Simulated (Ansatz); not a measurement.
Space group Fm-3m (No. 225). a = 4.267 Å, b = 4.267 Å, c = 4.267 Å, α = 90.00°, β = 90.00°, γ = 90.00°
```
atom site symmetry x y z
  Ni    4a m-3m  0.0000  0.0000  0.0000
   O    4b m-3m  0.5000  0.0000  0.0000
```

Equation of state of this NiO structure (not necessarily the ground state), with shape and atoms relaxed at each volume where symmetry leaves them free. These are results of DFT PBE+U, scalar-relativistic, plane waves, PAW in Ansatz, not measurements.

Plane waves to 420 eV, a k mesh through Γ of 12×12×12 on the computed 2-atom cell and Gaussian smearing (0.02 eV); U_eff Ni 6.20 eV on the d shells (Löwdin-orthogonalised atomic orbitals); collinear spin.

```tsv
V (Å³/atom)	E − E(largest V) (meV/atom)	P (GPa)	gap on mesh (eV)
8.549	53.95	30.79	2.05
8.840	6.99	21.08	2.15
9.132	-23.68	12.87	2.24
9.423	-40.56	5.92	2.09
9.715	-45.84	0.03	1.94
10.006	-41.22	-4.97	1.79
10.297	-28.21	-9.22	1.65
10.686	0.00	-13.89	1.47
```

Task: Fit a third-order Birch–Murnaghan equation to E(V).

Result: V0 = 9.72 Å³/atom, B0 = 180 GPa, B0' = 4.5.

The state reached may not be the lowest one. The cell holds one magnetic atom, so it can only be ferromagnetic; an antiferromagnetic order may lie lower.

Cost: 8 runs of about 3.2 core-minutes in all, on AMD EPYC 7R43 (Zen 3) (shared hosts).